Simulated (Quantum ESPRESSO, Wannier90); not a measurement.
## BaO (NiAs type), plane waves to Wannier functions

Structure: Materials Project mp-1008500, symmetrised, not relaxed again. Not found in the COD (Crystallography Open Database) copy used, which has the formula in other groups; not checked further. Computed values, not measurements, from PBEsol: Quantum ESPRESSO (norm-conserving PseudoDojo potentials, cutoff 68 Ry, no spin polarisation, no spin-orbit coupling) on a Γ-centred 6×6×4 mesh, then Wannier90. Density: 12×12×6 mesh, cold smearing 0.01 Ry. Spin-orbit coupling is left out although heavy elements are present.

On the energy scale of pw.x, whose zero is arbitrary, the valence-band maximum lies at 8.63 eV.

Input w.win:

```
num_bands = 8
num_wann = 8
exclude_bands = 1-2,5-10,17-39
num_iter = 1000
conv_tol = 1.0e-6
conv_window = 4
write_hr = true
write_u_matrices = true
auto_projections = true
begin unit_cell_cart
ang
    3.8186301786    0.0000000000    0.0000000000
   -1.9093150893    3.3070307423    0.0000000000
    0.0000000000    0.0000000000    6.6542000000
end unit_cell_cart
begin atoms_frac
Ba   0.3333333333 -0.3333333333  0.2500000000
Ba  -0.3333333333  0.3333333333 -0.2500000000
O    0.0000000000  0.0000000000  0.5000000000
O    0.0000000000  0.0000000000  0.0000000000
end atoms_frac
mp_grid = 6 6 4
begin kpoints
0.0000000000 0.0000000000 0.0000000000
0.0000000000 0.0000000000 0.2500000000
0.0000000000 0.0000000000 0.5000000000
... (141 more lines: the 6x6x4 mesh through Gamma)
end kpoints
```

Input of pw2wannier90.x that gives the overlap and projection files (equivalent; here they were cut from one run over all bands):

```
&inputpp
  outdir = './out'
  prefix = 'pwscf'
  seedname = 'w'
  write_amn = .true.
  write_mmn = .true.
  scdm_proj = .true.
  scdm_entanglement = 'isolated'
/
```

Output w.wout (banner and timings cut):

```
                                    ------
                                    SYSTEM
                                    ------

                              Lattice Vectors (Ang)
                    a_1     3.818630   0.000000   0.000000
                    a_2    -1.909315   3.307031   0.000000
                    a_3     0.000000   0.000000   6.654200

                   Unit Cell Volume:      84.03142  (Ang^3)

                        Reciprocal-Space Vectors (Ang^-1)
                    b_1     1.645403   0.949974  -0.000000
                    b_2     0.000000   1.899948   0.000000
                    b_3     0.000000  -0.000000   0.944244

 *----------------------------------------------------------------------------*
 |   Site       Fractional Coordinate          Cartesian Coordinate (Ang)     |
 +----------------------------------------------------------------------------+
 | ba   1   0.33333  -0.33333   0.25000   |    1.90932  -1.10234   1.66355    |
 | ba   2  -0.33333   0.33333  -0.25000   |   -1.90932   1.10234  -1.66355    |
 | o    1   0.00000   0.00000   0.50000   |    0.00000   0.00000   3.32710    |
 | o    2   0.00000   0.00000   0.00000   |    0.00000   0.00000   0.00000    |
 *----------------------------------------------------------------------------*
                                ------------
                                K-POINT GRID
                                ------------

             Grid size =  6 x  6 x  4      Total points =  144

 *---------------------------------- MAIN ------------------------------------*
 |  Number of Wannier Functions               :                 8             |
 |  Number of Objective Wannier Functions     :                 8             |
 |  Number of input Bloch states              :                 8             |
 |  Output verbosity (1=low, 5=high)          :                 1             |
 |  Timing Level (1=low, 5=high)              :                 1             |
 |  Optimisation (0=memory, 3=speed)          :                 3             |
 |  Length Unit                               :               Ang             |
 |  Post-processing setup (write *.nnkp)      :                 F             |
 |  Using Gamma-only branch of algorithms     :                 F             |
 *----------------------------------------------------------------------------*
 *------------------------------- WANNIERISE ---------------------------------*
 |  Total number of iterations                :              1000             |
 |  Number of CG steps before reset           :                 5             |
 |  Trial step length for line search         :             2.000             |
 |  Convergence tolerence                     :         0.100E-05             |
 |  Convergence window                        :                 4             |
 |  Iterations between writing output         :                 1             |
 |  Iterations between backing up to disk     :               100             |
 |  Write r^2_nm to file                      :                 F             |
 |  Write xyz WF centres to file              :                 F             |
 |  Write on-site energies <0n|H|0n> to file  :                 F             |
 |  Use guiding centre to control phases      :                 F             |
 |  Use phases for initial projections        :                 F             |
 *----------------------------------------------------------------------------*
 *-------------------------------- PLOTTING ----------------------------------*
 |  Plotting Hamiltonian in WF basis          :                 T             |
 *----------------------------------------------------------------------------*

       ... (k-mesh section left out)

 Starting a new Wannier90 calculation ...

 Reading overlaps from w.mmn

 Reading projections from w.amn

 *------------------------------- WANNIERISE ---------------------------------*
 +--------------------------------------------------------------------+<-- CONV
 | Iter  Delta Spread     RMS Gradient      Spread (Ang^2)            |<-- CONV
 +--------------------------------------------------------------------+<-- CONV

 ------------------------------------------------------------------------------
 Initial State
  WF centre and spread    1  (  0.050649, -0.261704,  0.090464 )     1.54438206
  WF centre and spread    2  ( -0.252622, -0.087787,  3.236642 )     1.54313514
  WF centre and spread    3  ( -0.251966,  0.086989,  0.090464 )     1.54438205
  WF centre and spread    4  (  0.050285,  0.262670,  3.236642 )     1.54313514
  WF centre and spread    5  (  0.201318,  0.174715,  0.090464 )     1.54438206
  WF centre and spread    6  (  0.202336, -0.174884,  3.236642 )     1.54313518
  WF centre and spread    7  ( -0.000000,  0.000000, -0.272756 )     1.64136668
  WF centre and spread    8  ( -0.000000,  0.000000, -3.054329 )     1.64138524
  Sum of centres and spreads (  0.000000,  0.000000,  6.654235 )    12.54530355

      0     0.125E+02     0.0000000000       12.5453035540  <-- CONV
        O_D=      0.0022328 O_OD=      0.7640820 O_TOT=     12.5453036 <-- SPRD
 ------------------------------------------------------------------------------
      1    -0.823E-01     0.2463678400       12.4630198369  <-- CONV
        O_D=      0.0022967 O_OD=      0.6817345 O_TOT=     12.4630198 <-- SPRD
      2    -0.510E-02     0.0929541347       12.4579241872  <-- CONV
        O_D=      0.0009551 O_OD=      0.6779804 O_TOT=     12.4579242 <-- SPRD
      3    -0.508E-03     0.0287045314       12.4574160698  <-- CONV
        O_D=      0.0008771 O_OD=      0.6775503 O_TOT=     12.4574161 <-- SPRD
      4    -0.182E-03     0.0158350075       12.4572337952  <-- CONV
        O_D=      0.0008369 O_OD=      0.6774082 O_TOT=     12.4572338 <-- SPRD
      5    -0.918E-04     0.0095635561       12.4571420375  <-- CONV
        O_D=      0.0008200 O_OD=      0.6773334 O_TOT=     12.4571420 <-- SPRD
       ... (lines left out)
    100    -0.174E-05     0.0012359632       12.4564220520  <-- CONV
        O_D=      0.0007956 O_OD=      0.6766377 O_TOT=     12.4564221 <-- SPRD
       ... (lines left out)
    105    -0.726E-06     0.0008079854       12.4564160720  <-- CONV
        O_D=      0.0007937 O_OD=      0.6766337 O_TOT=     12.4564161 <-- SPRD
    106    -0.905E-06     0.0008762565       12.4564151669  <-- CONV
        O_D=      0.0007937 O_OD=      0.6766328 O_TOT=     12.4564152 <-- SPRD
    107    -0.875E-06     0.0012695086       12.4564142919  <-- CONV
        O_D=      0.0007936 O_OD=      0.6766320 O_TOT=     12.4564143 <-- SPRD
             <<<     Delta < 1.000E-06  over  4 iterations     >>>
             <<< Wannierisation convergence criteria satisfied >>>
 Final State
  WF centre and spread    1  (  0.054284, -0.267443,  0.087519 )     1.52440688
  WF centre and spread    2  ( -0.256784, -0.091711,  3.238749 )     1.52516700
  WF centre and spread    3  ( -0.258754,  0.086710,  0.087519 )     1.52440689
  WF centre and spread    4  (  0.048968,  0.268237,  3.238749 )     1.52516701
  WF centre and spread    5  (  0.204470,  0.180733,  0.087519 )     1.52440689
  WF centre and spread    6  (  0.207816, -0.176526,  3.238749 )     1.52516704
  WF centre and spread    7  ( -0.000000,  0.000000, -0.263958 )     1.65673938
  WF centre and spread    8  (  0.000000,  0.000000, -3.060628 )     1.65095319
  Sum of centres and spreads (  0.000000,  0.000000,  6.654219 )    12.45641429

         Spreads (Ang^2)       Omega I      =    11.778988671
        ================       Omega D      =     0.000793634
                               Omega OD     =     0.676631986
    Final Spread (Ang^2)       Omega Total  =    12.456414292
```
